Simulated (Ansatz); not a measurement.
A: CdSe (zinc blende), a = 6.196 Å, b = 6.196 Å, c = 6.196 Å, α = 90.00°, β = 90.00°, γ = 90.00°
B: TaC (rock salt), a = b = c = 4.4759 Å, α = β = γ = 90.00°
C: CdTe (zinc blende), a = b = c = 6.6186 Å, α = β = γ = 90.00°
D: Cu (fcc, Cu type), a = 3.6288 Å, b = 3.6288 Å, c = 3.6288 Å, α = 90.00°, β = 90.00°, γ = 90.00°

Scan: energy against volume (even scaling of the relaxed cell, symmetry kept). One method and one kind of scan serve all of them; meshes and ranges differ. All were relaxed with their symmetry unable to fall. Cu is run without spin polarisation. Spin-orbit coupling is left out. TaC is run without spin polarisation. The PAW data are Ansatz's earlier set.

Question: Put the candidates in order of bulk modulus (fitted), highest first, for PBE (plane waves to 420 eV, PAW, scalar-relativistic; Ansatz, a quantum-chemistry and plane-wave program).

Answer: B (324 GPa), D (141 GPa), A (44.7 GPa), C (35.0 GPa)

(Under strain, the slope of the energy per volume gives the stress and its curvature an elastic modulus.)
